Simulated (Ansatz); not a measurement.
HfC (NiAs type, P6_3/mmc), r²SCAN in the plane-wave PAW code Ansatz, all energies at zero smearing, with the estimated change up to a 700 eV cutoff added, with one set of potentials and settings (totals compare only within such a set). Cell of 4 atoms (2 Hf, 2 C): -31972.877 eV.

| element | reference phase | E (eV/atom) |
|---|---|---|
| Hf | P6_3/mmc, 2 atoms in the cell | -15733.0631 |
| C | P6_3/mmc, 4 atoms in the cell | -251.6711 |

Formation energy per atom, worked out: (-31972.877 − 2×(-15733.0631) − 2×(-251.6711))/4 = -0.852 eV/atom (-82 kJ per mol of atoms), at 0 K, without zero-point energy or fitted corrections.

The first step of the workflow began from a Materials Project structure, measured or hypothetical; the Crystallography Open Database copy checked does not list it. It is not the phase usual at ambient conditions (space group No. 225). The cell was relaxed with r²SCAN under the symmetry of its start; whether a distortion lowers the energy is not shown. No spin polarisation was allowed. The references are the lowest solids computed at this level, not always the standard phases. Scalar-relativistic: spin–orbit coupling is off unless named, which matters more the heavier the elements.

Potentials: the later of the program's two PAW sets.
